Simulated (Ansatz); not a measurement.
What a trial cell of B4N3 relaxes into

The calculation used DFT PBE, scalar-relativistic, plane waves, PAW (Ansatz). Cutoff 420 eV, Gaussian smearing, Γ-centred meshes. Cell and atoms relax first on a coarse mesh, the cell is then made exact in the group found at 0.06 to 0.08 Å, and last on a converged mesh; the steps can't lower the symmetry of their start. No spin polarisation.

The guess for B4N3 was proposed by analogy with related compounds (P-6m2, No. 187). Its size is a guess.

Space group P-6m2 (No. 187). a = 4.900 Å, b = 4.900 Å, c = 3.100 Å, α = 90.00°, β = 90.00°, γ = 120.00°
```
atom  site  symmetry       x       y       z
   B    3j       mm2  0.5000  0.0000  0.0000
   B    1a      -6m2  0.0000  0.0000  0.0000
   N    3j       mm2  0.1667  0.8333  0.0000
```

Energies over the elements count from the elements' standard structures at the same level (N₂ as a molecule), with no fitted energy shifts.

**Question.** Where does the relaxation end?

**Answer.** The symmetry stays P-6m2 (No. 187). The volume per atom grows by 3.1 %, from 9.2 to 9.5 Å³. The shortest distance goes from 1.41 Å (B–N) to 1.40 Å (B–N). Conventional cell: a = 4.855 Å, c = 3.255 Å. B on a site of symmetry mm2 is surrounded by 2 N at 1.44 Å; B on a site of symmetry -6m2 has 3 N at 1.40 Å; N is surrounded by 3 B at 1.40–1.44 Å.

```yaml
crystal:
  lattice:
    - [4.85504, 0.00000, 0.00000]
    - [-2.42752, 4.20459, 0.00000]
    - [0.00000, 0.00000, 3.25530]
  atoms:
    - { symbol: B, position: [0.50931, 0.01863, 0.00000] }
    - { symbol: B, position: [0.98137, 0.49069, 0.00000] }
    - { symbol: B, position: [0.50931, 0.49069, 0.00000] }
    - { symbol: B, position: [0.00000, 0.00000, 0.00000] }
    - { symbol: N, position: [0.16621, 0.83379, 0.00000] }
    - { symbol: N, position: [0.66758, 0.83379, 0.00000] }
    - { symbol: N, position: [0.16621, 0.33242, 0.00000] }
```

**Question.** How does it come out in energy, and is it a metal?

**Answer.** The energy over the elements is −0.40 eV/atom. The gap on the 6×6×10 mesh of the 7-atom cell is 0 eV (a metal).

The last run used Gaussian smearing of 0.10 eV. Weakly bound directions are ill-defined at this level, which has no dispersion term. An odd number of electrons in the primitive cell allows no gap without spin; a larger cell or a magnetic state could open one. A later test with randomly moved atoms led to a structure 34 meV/atom lower, so this end is a saddle point or a shallow minimum. Another cell of the same search, in C2, lies 34 meV/atom lower, so this cell isn't the stable form at this level.
